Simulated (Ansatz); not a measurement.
TiC (rock salt) is sheared across one {100} plane: the third cell vector gains the shift, so faults repeat every 6.5 Å. The cut lies between planes 2.17 Å apart; the cell height is held.

```yaml
crystal:
  lattice:
    - [3.06392, 0.00000, 0.00000]
    - [0.00000, 3.06392, 0.00000]
    - [1.53196, 1.53196, 6.49955]
  atoms:
    - { symbol: C, position: [0.00000, 0.00000, 0.83333] }
    - { symbol: C, position: [0.33333, 0.33333, 0.16667] }
    - { symbol: C, position: [0.66667, 0.66667, 0.50000] }
    - { symbol: Ti, position: [0.50000, 0.50000, 0.83333] }
    - { symbol: Ti, position: [0.83333, 0.83333, 0.16667] }
    - { symbol: Ti, position: [0.16667, 0.16667, 0.50000] }
```

In-plane vectors a = (3.064, 0.000) Å, b = (0.000, 3.064) Å, area 9.39 Å². The shift is s times the vector a (length 3.064 Å), so s = 1 restores the start. The shift is rigid: no atom relaxes. γ = [E(shift) − E(0)] / area.

These are PBE (plane waves to 420 eV, PAW, scalar-relativistic; Ansatz, a first-principles code) values and carry that method's errors. k mesh 13×13×13 (Γ-centred), Fermi-Dirac smearing 0.05 eV. Energies are extrapolated to zero smearing. With partly filled bands, the k mesh leaves noise in γ, roughly 0.02 J/m² as judged from a few cases. Faults lie only 6.5 Å apart, and holding the cell height and the atoms raises γ above its relaxed value. TiC is run without spin polarisation. TiC was relaxed with its symmetry unable to fall. γ is measured from zero shift.

The scan covers s from 0.000 to 0.917 in 12 points.

Task: Does γ have a local minimum between the ends of the line, and at which s?

Result: No computed point is one.

Task: At which s is γ highest?

Result: s = 0.500.

Task: What is the highest γ among twelve even steps of s?

Result: 3.49 J/m².

(The slope of γ gives the shear force per area between the displaced halves; near zero shift its curvature is an elastic stiffness.)
